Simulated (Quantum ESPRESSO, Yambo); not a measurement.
## ZnO: DFT and GW levels

```cif
data_O2Zn2
_chemical_formula_sum 'O2 Zn2'
_space_group_name_H-M_alt 'P 1'
_space_group_IT_number 1
_cell_length_a 3.23735
_cell_length_b 3.23735
_cell_length_c 5.22206
_cell_angle_alpha 90.000
_cell_angle_beta 90.000
_cell_angle_gamma 120.000
loop_
_space_group_symop_operation_xyz
  'x, y, z'
loop_
_atom_site_label
_atom_site_type_symbol
_atom_site_fract_x
_atom_site_fract_y
_atom_site_fract_z
_atom_site_occupancy
O1 O 0.66667 0.33333 0.87972 1
O2 O 0.33333 0.66667 0.37972 1
Zn1 Zn 0.66667 0.33333 0.50059 1
Zn2 Zn 0.33333 0.66667 0.00059 1
```

The geometry is that of Materials Project entry mp-2133, symmetrised and not relaxed again.

Starting point: PBE (Quantum ESPRESSO, PseudoDojo norm-conserving, 84 Ry, scalar-relativistic). G0W0 in Yambo: 6×6×4 Γ-centred k mesh, bands 9 to 125 and a 10 Ry block in the screening, 125 bands in G with the Bruneval-Gonze terminator, plasmon pole fitted at 27.2 eV.

- PBE gap along the band path = 0.87 eV
- PBE gap between the mesh's edge points (Γ → Γ) = 0.87 eV
- G0W0 gap between the same points = 1.91 eV

```tsv
k point	band	E PBE (eV)	E QP (eV)	shift (eV)	Z
Γ	VB	0.00	-0.77	-0.77	0.78
Γ	CB	0.87	1.14	0.27	0.83
A	VB	-0.39	-1.23	-0.84	0.78
A	CB	3.52	4.17	0.64	0.82
L	VB	-1.37	-2.37	-1.00	0.78
L	CB	5.79	6.29	0.50	0.84
K	VB	-1.73	-2.84	-1.11	0.78
K	CB	7.72	8.13	0.41	0.84
H	VB	-1.25	-2.18	-0.94	0.78
H	CB	8.06	8.78	0.72	0.82
```

Energies count from the PBE valence-band maximum.

Nearest settings tried, and what they do to the gap: 84 bands in G: +15 meV; 65 bands in W: +123 meV; 4 Ry block (43 vectors against 161): -79 meV; 6×6×2 mesh: -80 meV. So the settings aren't converged at that level. Oxides, nitrides and fluorides with a shallow 3d shell are known to need far more bands and larger blocks.
